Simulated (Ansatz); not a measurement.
Here is the system:

SiC:
```cif
data_C2Si2
_chemical_formula_sum 'Si2 C2'
_space_group_name_H-M_alt 'P 1'
_space_group_IT_number 1
_cell_length_a 3.09198
_cell_length_b 3.09198
_cell_length_c 5.07436
_cell_angle_alpha 90.000
_cell_angle_beta 90.000
_cell_angle_gamma 120.000
loop_
_space_group_symop_operation_xyz
  'x, y, z'
loop_
_atom_site_label
_atom_site_type_symbol
_atom_site_fract_x
_atom_site_fract_y
_atom_site_fract_z
_atom_site_occupancy
Si1 Si 0.66667 0.33333 0.00052 1
Si2 Si 0.33333 0.66667 0.50052 1
C1 C 0.66667 0.33333 0.62468 1
C2 C 0.33333 0.66667 0.12468 1
```

This is the PBE-relaxed structure.

Q: All from PBE in the plane-wave PAW code Ansatz, unless another level is named. Give the largest static χ(2) component.

A: 13 pm/V.

Q: Predict the static dielectric constant ε0 (ions relaxed, cell fixed).

A: 10.2 (xx = yy), 11.4 (zz).

Q: Next, the electronic dielectric constant ε∞ (DFPT)?

A: 6.96 (xx = yy), 7.32 (zz).

Space group P6_3mc (wurtzite). The PBE relaxation kept the symmetry of its start; phonons on a q-mesh show no instability.

Potentials: the later of the program's two PAW sets.
